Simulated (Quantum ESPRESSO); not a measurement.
# Si3C4B: input and log of a self-consistent run

Simulated, not a measurement. The program is pw.x of Quantum ESPRESSO 7.5 (plane-wave density functional theory). The cell is made up: 8 atoms on a wurtzite lattice, with randomly drawn elements, strain and displacements, not relaxed. PseudoDojo standard norm-conserving files (v0.5 for PBE, v0.4.1 for LDA and PBEsol) set the functional; there is no spin polarisation, spin-orbit coupling or dispersion term, and the masses in the input are unused placeholders. A spin-polarised start on this cell or one of its family kept no moment.

Input:

```
&control calculation='scf', pseudo_dir='./dojo.nc.sr.pbe.v0_5.standard.upf', outdir='./o', disk_io='medium', tprnfor=.true., tstress=.true. /
&system ibrav=0, nat=8, ntyp=3, nbnd=26, ecutwfc=82.02448710, nosym=.true., tot_charge=0,
 occupations='smearing', smearing='fd', degauss=0.0073498644
/
&electrons conv_thr=7.350e-09, electron_maxstep=60, /
ATOMIC_SPECIES
B 1.0 B.upf
C 1.0 C.upf
Si 1.0 Si.upf
CELL_PARAMETERS angstrom
3.0401 0.0 0.0
0.0 5.2655 0.0
0.0 0.0 4.9644
ATOMIC_POSITIONS angstrom
Si 0.0618 -0.0132 0.0063
C 1.4002 2.5444 0.0888
Si 1.4073 0.8298 2.3227
Si 0.0204 3.4384 2.5746
B 0.0985 -0.0954 1.8315
C 1.6784 2.5362 1.8172
C 1.5438 1.127 4.3268
C -0.1167 3.5136 4.3583
K_POINTS automatic
8 6 6 1 1 1
```

The log is shortened where brackets say so; the opening notice, blank lines, dates and the lines on written files are dropped, and the path of the files is cut. It prints rydbergs, bohrs and kilobars, and counts compression as positive stress.

```
     Program PWSCF v.7.5
     Parallel version (MPI & OpenMP), running on       1 processor cores
     Number of MPI processes:                 1
     Threads/MPI process:                     1
     [start-up lines left out]
     bravais-lattice index     =            0
     lattice parameter (alat)  =       5.7450  a.u.
     unit-cell volume          =     536.2791 (a.u.)^3
     number of atoms/cell      =            8
     number of atomic types    =            3
     number of electrons       =        31.00
     number of Kohn-Sham states=           26
     kinetic-energy cutoff     =      82.0245  Ry
     charge density cutoff     =     328.0979  Ry
     scf convergence threshold =      7.3E-09
     mixing beta               =       0.7000
     number of iterations used =            8  plain     mixing
     Exchange-correlation= PBE
                           (   1   4   3   4   0   0   0)
     [axes and pseudopotential details left out]
   Cartesian axes
     site n.     atom                  positions (alat units)
         1        Si     tau(   1) = (   0.0203283  -0.0043420   0.0020723  )
         2        C      tau(   2) = (   0.4605770   0.8369462   0.0292096  )
         3        Si     tau(   3) = (   0.4629124   0.2729515   0.7640209  )
         4        Si     tau(   4) = (   0.0067103   1.1310154   0.8468800  )
         5        B      tau(   5) = (   0.0324002  -0.0313805   0.6024473  )
         6        C      tau(   6) = (   0.5520871   0.8342489   0.5977435  )
         7        C      tau(   7) = (   0.5078122   0.3707115   1.4232427  )
         8        C      tau(   8) = (  -0.0383869   1.1557515   1.4336042  )
     number of k points=   144  Fermi-Dirac smearing, width (Ry)=  0.0073
     Number of k-points >= 100: set verbosity='high' to print them.
     Dense  grid:    53815 G-vectors     FFT dimensions: (  36,  60,  60)
     Estimated max dynamical RAM per process >      62.08 MB
     Initial potential from superposition of free atoms
     starting charge      30.9977, renormalised to      31.0000
     Starting wfcs are   32 randomized atomic wfcs
     total cpu time spent up to now is       13.3 secs
     per-process dynamical memory:    52.0 Mb
     Self-consistent Calculation
     iteration #  1     ecut=    82.02 Ry     beta= 0.70
     Davidson diagonalization with overlap
     ethr =  1.00E-02,  avg # of iterations =  4.6
     total cpu time spent up to now is       51.2 secs
     total energy              =     -78.57645702 Ry
     estimated scf accuracy    <       1.23678415 Ry
     iteration #  2     ecut=    82.02 Ry     beta= 0.70
     Davidson diagonalization with overlap
     ethr =  3.99E-03,  avg # of iterations =  2.0
     total cpu time spent up to now is       79.5 secs
     total energy              =     -78.72754442 Ry
     estimated scf accuracy    <       1.09743830 Ry
     iteration #  3     ecut=    82.02 Ry     beta= 0.70
     Davidson diagonalization with overlap
     ethr =  3.54E-03,  avg # of iterations =  2.0
     total cpu time spent up to now is      104.9 secs
     total energy              =     -78.96219557 Ry
     estimated scf accuracy    <       0.23828615 Ry
     iteration #  4     ecut=    82.02 Ry     beta= 0.70
     Davidson diagonalization with overlap
     ethr =  7.69E-04,  avg # of iterations =  1.9
     total cpu time spent up to now is      131.2 secs
     total energy              =     -79.00855014 Ry
     estimated scf accuracy    <       0.01763847 Ry
     iteration #  5     ecut=    82.02 Ry     beta= 0.70
     Davidson diagonalization with overlap
     ethr =  5.69E-05,  avg # of iterations =  7.6
     total cpu time spent up to now is      166.5 secs
     total energy              =     -79.01302277 Ry
     estimated scf accuracy    <       0.00484142 Ry
     [iterations 6 to 7 left out]
     iteration #  8     ecut=    82.02 Ry     beta= 0.70
     Davidson diagonalization with overlap
     ethr =  3.67E-07,  avg # of iterations =  2.0
     total cpu time spent up to now is      258.9 secs
     total energy              =     -79.01410365 Ry
     estimated scf accuracy    <       0.00000958 Ry
     iteration #  9     ecut=    82.02 Ry     beta= 0.70
     Davidson diagonalization with overlap
     ethr =  3.09E-08,  avg # of iterations =  2.0
     total cpu time spent up to now is      288.9 secs
     total energy              =     -79.01410630 Ry
     estimated scf accuracy    <       0.00000182 Ry
     iteration # 10     ecut=    82.02 Ry     beta= 0.70
     Davidson diagonalization with overlap
     ethr =  5.88E-09,  avg # of iterations =  2.0
     total cpu time spent up to now is      313.8 secs
     total energy              =     -79.01410671 Ry
     estimated scf accuracy    <       0.00000045 Ry
     iteration # 11     ecut=    82.02 Ry     beta= 0.70
     Davidson diagonalization with overlap
     ethr =  1.44E-09,  avg # of iterations =  2.0
     total cpu time spent up to now is      336.7 secs
     total energy              =     -79.01410679 Ry
     estimated scf accuracy    <       0.00000012 Ry
     iteration # 12     ecut=    82.02 Ry     beta= 0.70
     Davidson diagonalization with overlap
     ethr =  3.79E-10,  avg # of iterations =  1.4
     total cpu time spent up to now is      360.0 secs
     End of self-consistent calculation
     Number of k-points >= 100: set verbosity='high' to print the bands.
     the Fermi energy is     8.9285 ev
!    total energy              =     -79.01410682 Ry
     estimated scf accuracy    <          5.3E-09 Ry
     smearing contrib. (-TS)   =      -0.00379375 Ry
     internal energy E=F+TS    =     -79.01031307 Ry
     The total energy is F=E-TS. E is the sum of the following terms:
     one-electron contribution =      20.21609266 Ry
     hartree contribution      =       8.92096542 Ry
     xc contribution           =     -28.93403500 Ry
     ewald contribution        =     -79.21333615 Ry
     convergence has been achieved in  12 iterations
     Forces acting on atoms (cartesian axes, Ry/au):
     atom    1 type  3   force =    -0.03035194    0.07018931   -0.07704405
     atom    2 type  2   force =     0.06788464    0.02733198   -0.02865663
     atom    3 type  3   force =     0.20491285    0.12961687    0.16503227
     atom    4 type  3   force =     0.04606780   -0.04552299   -0.08234738
     atom    5 type  1   force =    -0.18252574   -0.09633185   -0.00105107
     atom    6 type  2   force =    -0.10901317    0.03710932   -0.11394472
     atom    7 type  2   force =    -0.01645380   -0.01076029    0.03363459
     atom    8 type  2   force =     0.01947937   -0.11163235    0.10437700
     Total force =     0.457226     Total SCF correction =     0.000077
     Computing stress (Cartesian axis) and pressure
          total   stress  (Ry/bohr**3)                   (kbar)     P=       55.65
   0.00011671   0.00103354   0.00020588           17.17      152.04       30.29
   0.00103354   0.00048449   0.00011654          152.04       71.27       17.14
   0.00020588   0.00011654   0.00053377           30.29       17.14       78.52
     init_run     :     11.22s CPU     13.26s WALL (       1 calls)
     electrons    :    310.74s CPU    346.70s WALL (       1 calls)
     forces       :      4.16s CPU      4.21s WALL (       1 calls)
     stress       :     15.88s CPU     15.96s WALL (       1 calls)
     [timing details left out]
     PWSCF        :   5m42.15s CPU   6m21.18s WALL
     JOB DONE.
```

In other units: free energy -1075.042 eV for the cell, pressure 5.57 GPa, largest force component 5.269 eV/Å. A rerun of a related cell, with the same atoms placed differently, at 1347 eV and a 10 x 8 x 8 mesh moved values by no more than 0.002 eV in energy, 0.16 GPa in stress and 0.017 eV/Å in force.